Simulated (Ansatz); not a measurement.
Elastic constants of Sn$_{2}$O: input and output

These are results of DFT PBE, scalar-relativistic, plane waves, PAW in Ansatz, not measurements.

Launched with:
```bash
ansatz run input.yaml --threads 2 --pin off --max-ram 7168MiB --backend cpu --events-out ev --progress --plain --runs-dir out
```

Input (bare energies are in eV):
```yaml
crystal:
  lattice:
    - [5.2053230828, 0.0, 0.0]
    - [0.0, 5.2053230828, 0.0]
    - [0.0, 0.0, 5.2053230828]
  atoms:
    - { symbol: Sn, position: [0.25, 0.25, 0.25] }
    - { symbol: Sn, position: [0.75, 0.75, 0.25] }
    - { symbol: Sn, position: [0.25, 0.75, 0.75] }
    - { symbol: Sn, position: [0.75, 0.25, 0.75] }
    - { symbol: O, position: [0.0, 0.0, 0.0] }
    - { symbol: O, position: [0.5, 0.5, 0.5] }
basis:
  ecutwfc: 420
kpoints:
  mp_grid: { grid: [8, 8, 8] }
hamiltonian:
  xc: pbe
scf:
  occupations: { method: fermi_dirac, width: 0.15 }
output:
  forces: true
  stress: true
  eigenvalues: true
elastic:
  mode: clamped_ion
  amplitude: 0.005
  stencil: two_point
```

From the output:
```
--- Elastic constants: 2 strain directions × 2 members + reference (group order 48) ---
  dense FFT box of the reference and of every strained cell: 36×36×36
  strains applied: 11, 23; error gains: componentwise 1.00 (the most a stress slope's error grows in a printed constant), spectral 1.73 (1 for all six strains in a standard setting)
  C = ∂σ_k/∂η_j (tension-positive GPa; Voigt order 11 22 33 23 13 12):
        60.891     49.724     49.724     -0.000     -0.000     -0.000
        49.724     60.891     49.724     -0.000     -0.000     -0.000
        49.724     49.724     60.891     -0.000     -0.000     -0.000
         0.000      0.000     -0.000     34.118      0.000      0.000
         0.000     -0.000     -0.000      0.000     34.118     -0.000
        -0.000      0.000     -0.000      0.000      0.000     34.118
  reference stress σ⁰ (GPa):      0.006      0.006      0.006      0.000     -0.000      0.000
  C* (energy form; C + prestress term) asymmetry max|C*_kj − C*_jk| = 3.553e-14 GPa — a small one proves nothing (zero by symmetry where the batch's group is 432, −43m or m−3m); a large one is finite-difference/SCF noise where every solve ...
  moduli (Voigt/Reuss/Hill, GPa): K = 53.45/53.45/53.45   G = 22.70/11.21/16.96   E = 46.00   ν = 0.357
  mechanically stable: yes (min eigenvalue of sym C = 11.17 GPa)
  strain η (Voigt 11):  stress-route row diagonal C_11 = 60.89 GPa, energy-path curvature d²(F+E_count+ΔE)/dδ²/Ω₀ = 60.89 GPa
         δ    σ_11 (GPa) F (eV) n_scf n_hpsi n_pw
    -5.000e-3      -0.3004      -25229.5844882      10   63889   2800
     5.000e-3       0.3085      -25229.5844331       7   50193   2800
  strain η (Voigt 23):  stress-route row diagonal C_44 = 34.12 GPa, energy-path curvature d²(F+E_count+ΔE)/dδ²/Ω₀ = 34.15 GPa
         δ    σ_23 (GPa) F (eV) n_scf n_hpsi n_pw
    -5.000e-3      -0.1706      -25229.5847774      10   87247   2800
     5.000e-3       0.1706      -25229.5847774       7   65975   2800
```

The run took 64 s on 2 threads of AMD EPYC 7R43 64-Core Processor (Zen 3), on a shared host, peak memory 0.85 GiB.

The cell was built by swapping an element in a database structure (itself possibly hypothetical) and relaxing; it need not be the stable form of this composition. In a metal, frequencies and elastic constants depend on the k mesh and the smearing, soft modes and shear constants most. Spin–orbit coupling is left out, which matters for heavy elements. A semilocal functional can close a gap that the real compound has.

The least eigenvalue is 11.2 GPa; in a metal on this mesh the verdict on stability isn't firm within about 20 GPa or a tenth of the bulk modulus.

Clamped-ion constants are upper bounds: once the atoms relax, a strain can turn out softer or unstable.